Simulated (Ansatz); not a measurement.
In2TeO2:
```cif
data_In2O2Te
_chemical_formula_sum 'In2 Te1 O2'
_space_group_name_H-M_alt 'P 1'
_space_group_IT_number 1
_cell_length_a 3.74249
_cell_length_b 3.74249
_cell_length_c 7.18707
_cell_angle_alpha 90.000
_cell_angle_beta 90.000
_cell_angle_gamma 120.000
loop_
_space_group_symop_operation_xyz
  'x, y, z'
loop_
_atom_site_label
_atom_site_type_symbol
_atom_site_fract_x
_atom_site_fract_y
_atom_site_fract_z
_atom_site_occupancy
In1 In 0.66667 0.33333 0.80818 1
In2 In 0.33333 0.66667 0.19182 1
Te1 Te 0.00000 0.00000 0.50000 1
O1 O 0.66667 0.33333 0.11919 1
O2 O 0.33333 0.66667 0.88081 1
```

Relaxed with PBEsol.

Decompose the optical modes at the zone centre into irreducible representations, and say which are infrared and Raman allowed.

Point group -3m: Γ_opt = 2A1g + 2A2u + 2Eg + 2Eu. Infrared: A2u, Eu. Raman: A1g, Eg.

Assign frequencies (DFPT, plane-wave PAW PBEsol (Ansatz code)).

Eu 38, Eg 100, A2u 120, A1g 176, A2u 324, Eu 330, Eg 397, A1g 437 cm⁻¹.

Space group P-3m1. The start of the workflow was typed in or built on a structure type; neither database checked (COD, Materials Project) lists it. Its standing as an ambient phase is unchecked. The cell was relaxed with PBEsol under the symmetry of its start; its stability against distortions is not shown here. As this level gives no gap, phonon frequencies hold no LO–TO term and depend on the k-mesh and smearing (Fermi–Dirac, 0.1 eV here). Spin–orbit coupling is left out wherever it is not named.

Potentials: the later of the program's two PAW sets.
